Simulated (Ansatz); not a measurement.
Au (fcc (Cu type), Fm-3m), a = b = c = 4.0463 Å, α = β = γ = 90.00°; the cell used has 1 atom.

Relaxed with LDA.

Which orbitals make up the states near the Fermi level in the program Ansatz at the LDA level (PAW)?

Within 0.5 eV of the Fermi level: Au 6s 42 %, Au 5d 37 %, outside the projected shells 21 %. Projections are on Löwdin-orthogonalised atomic valence shells; empty p or d shells of many metals are not among them.

Tabulate the density of states.

States/eV per cell of 1 atom, in 0.25 eV bins, energy from the Fermi level.

| E (eV) | total | Au 5d | Au 6s |
|---|---|---|---|
| -7.85 | 0.25 | 0.06 | 0.19 |
| -7.60 | 0.52 | 0.24 | 0.27 |
| -7.35 | 0.73 | 0.43 | 0.29 |
| -7.10 | 1.16 | 0.82 | 0.33 |
| -6.85 | 1.67 | 1.35 | 0.30 |
| -6.60 | 1.72 | 1.51 | 0.20 |
| -6.35 | 1.56 | 1.42 | 0.13 |
| -6.10 | 1.34 | 1.26 | 0.06 |
| -5.85 | 1.24 | 1.20 | 0.03 |
| -5.60 | 1.73 | 1.67 | 0.04 |
| -5.35 | 1.82 | 1.75 | 0.05 |
| -5.10 | 1.92 | 1.82 | 0.07 |
| -4.85 | 2.22 | 2.08 | 0.11 |
| -4.60 | 3.11 | 2.95 | 0.11 |
| -4.35 | 2.02 | 1.89 | 0.09 |
| -4.10 | 1.59 | 1.47 | 0.08 |
| -3.85 | 1.49 | 1.40 | 0.06 |
| -3.60 | 1.88 | 1.79 | 0.06 |
| -3.35 | 2.00 | 1.92 | 0.06 |
| -3.10 | 1.69 | 1.61 | 0.05 |
| -2.85 | 1.51 | 1.45 | 0.04 |
| -2.60 | 1.54 | 1.48 | 0.04 |
| -2.35 | 1.76 | 1.71 | 0.04 |
| -2.10 | 2.64 | 2.58 | 0.04 |
| -1.85 | 1.71 | 1.64 | 0.06 |
| -1.60 | 0.55 | 0.47 | 0.07 |
| -1.35 | 0.28 | 0.18 | 0.08 |
| -1.10 | 0.28 | 0.17 | 0.09 |
| -0.85 | 0.29 | 0.15 | 0.10 |
| -0.60 | 0.28 | 0.13 | 0.10 |
| -0.35 | 0.28 | 0.12 | 0.11 |
| -0.10 | 0.28 | 0.11 | 0.12 |
| 0.15 | 0.28 | 0.10 | 0.12 |
| 0.40 | 0.28 | 0.09 | 0.12 |
| 0.65 | 0.28 | 0.08 | 0.12 |
| 0.90 | 0.28 | 0.07 | 0.12 |
| 1.15 | 0.28 | 0.06 | 0.12 |
| 1.40 | 0.27 | 0.05 | 0.12 |
| 1.65 | 0.27 | 0.05 | 0.12 |
| 1.90 | 0.26 | 0.04 | 0.12 |
| 2.15 | 0.25 | 0.04 | 0.12 |
| 2.40 | 0.25 | 0.03 | 0.12 |
| 2.65 | 0.25 | 0.03 | 0.13 |
| 2.90 | 0.24 | 0.03 | 0.14 |
| 3.15 | 0.37 | 0.05 | 0.25 |
| 3.40 | 0.40 | 0.04 | 0.25 |
| 3.65 | 0.33 | 0.03 | 0.18 |
| 3.90 | 0.29 | 0.02 | 0.14 |
| 4.15 | 0.25 | 0.02 | 0.10 |
| 4.40 | 0.25 | 0.02 | 0.08 |
| 4.65 | 0.29 | 0.01 | 0.07 |

The LDA relaxation kept the symmetry of its start; phonons on a q-mesh show no instability. Scalar-relativistic: spin–orbit coupling is off unless named, which matters more the heavier the elements.

Potentials: the earlier of the program's two PAW sets.
